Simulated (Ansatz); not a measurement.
Relaxed-ion elastic tensor of Si₂H₂O₃ in space group R-3 (No. 148; Pearson symbol hR28) in GPa (Voigt order), the program Ansatz at the LDA level (PAW); density 2.20 g/cm³, 11.44 Å³ per atom.

```
27.6   9.6  10.0   5.3   1.2   0.0
 9.6  27.6  10.0  -5.3  -1.2   0.0
10.0  10.0  24.8   0.0   0.0   0.0
 5.3  -5.3   0.0  12.1   0.0  -1.2
 1.2  -1.2   0.0   0.0  12.1   5.3
 0.0   0.0   0.0  -1.2   5.3   9.0
```

Task: Is the crystal mechanically stable?

Result: Yes: the smallest eigenvalue of C is 4.9 GPa.

Task: Work out the Voigt, Reuss and Hill averages.

Result: K_V = 15.4, K_R = 15.4, K_H = 15.4; G_V = 10.0, G_R = 7.5, G_H = 8.8 GPa.

Task: Give Young's modulus, Poisson's ratio, Pugh's ratio and the universal anisotropy index.

Result: E = 9KG/(3K + G) = 22.1 GPa; ν = 0.26; K/G = 1.76 (near the Pugh limit of 1.75, no verdict); A_U = 5G_V/G_R + K_V/K_R − 6 = 1.63.

Task: Estimate the sound speeds and the Debye temperature.

Result: v_l = √((K + 4G/3)/ρ) = 3510 m/s, v_t = √(G/ρ) = 1990 m/s, mean 2220 m/s; Θ = (h/k)(3n/4πV)^(1/3) v_m = 293 K.

Task: How much does each axis shrink under pressure?

Result: Linear compressibilities β_i = Σ_j S_ij (j = 1 to 3): x 21, y 21, z 24 per TPa.

The workflow started from a Materials Project entry (that database holds measured and hypothetical structures alike); the Crystallography Open Database files this formula in space group No. 148, but the cells were not matched. Its standing as an ambient phase is unchecked. The LDA relaxation kept the symmetry of its start; its stability against distortions is not shown here. A crystal of weakly bound molecules computed without a dispersion correction: the cell and the soft elastic constants depend strongly on that.

Potentials: the later of the program's two PAW sets.
